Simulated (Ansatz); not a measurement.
An element in the sc structure gives these cold pressures by all-electron LAPW under LDA (Ansatz 0.2.0, scalar-relativistic, no spin polarisation).

```json
{"V (Å³/atom)": "32.03", "P (GPa)": "0.05"}
{"V (Å³/atom)": "28.83", "P (GPa)": "3.89"}
{"V (Å³/atom)": "25.63", "P (GPa)": "10.11"}
{"V (Å³/atom)": "22.42", "P (GPa)": "23.0"}
{"V (Å³/atom)": "19.22", "P (GPa)": "53.9"}
{"V (Å³/atom)": "16.02", "P (GPa)": "125.5"}
{"V (Å³/atom)": "12.81", "P (GPa)": "306.0"}
```

Task: Which element is it?

Result: La. Its zero-pressure volume in this structure is near 32.0 Å³/atom; the volume and the steepness of P(V) together point to it, though neighbours can come close. Neighbours weren't tried against these numbers.
